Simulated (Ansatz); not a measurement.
HgTe:
```
HgTe
1.0
    4.27306     0.00000     0.00000
    0.00000     4.27306     0.00000
    0.00000     0.00000     6.72654
Hg Te
2 2
Direct
  0.50000   0.00000   0.50011
  0.00000   0.50000   0.49989
  0.00000   0.00000   0.00000
  0.50000   0.50000   0.00000
```

Relaxed with r²SCAN+D4. Special points in fractions of this cell's reciprocal vectors: Γ (0.000, 0.000, 0.000); X (0.000, 0.500, 0.000); M (0.500, 0.500, 0.000); Z (0.000, 0.000, 0.500); R (0.000, 0.500, 0.500); A (0.500, 0.500, 0.500).

### Question
List the band energies nearest the Fermi level at these points for r²SCAN+D4 in the plane-wave PAW code Ansatz.

### Answer
In eV from the Fermi level; about four levels below and three above (degenerate sets whole), none deeper than 8.9 eV; points with the same levels are listed once.

| k | below | above |
|---|---|---|
| Γ | -5.07 -4.21 -4.09 -4.09 | 0.63 1.97 3.22 3.22 |
| X | -1.70 -1.70 -0.82 -0.82 | 5.41 5.41 7.36 7.36 |
| M | -1.33 -1.33 -1.15 -1.15 | 0.33 0.33 2.65 2.65 |
| Z | -5.07 -4.02 -4.02 -2.08 | 0.69 1.39 2.39 |
| R | -0.96 -0.96 -0.74 -0.74 | 4.04 4.04 6.58 6.58 |
| A | -2.14 -2.14 -1.50 -1.50 | 1.62 1.62 5.09 5.09 |

Space group P4/mmm (L1₀ or tetragonal B2). The cell is a constructed one: a structure type filled with these elements; neither database checked (COD, Materials Project) lists it. It is not the phase usual at ambient conditions (space group No. 216). The cell was relaxed with r²SCAN+D4 under the symmetry of its start; of distortions, only those at the zone centre were tested. Point labels and valley counts follow the cell and symmetry of the run, lower than the named group. Spin–orbit coupling is left out wherever it is not named.

Potentials: the later of the program's two PAW sets.
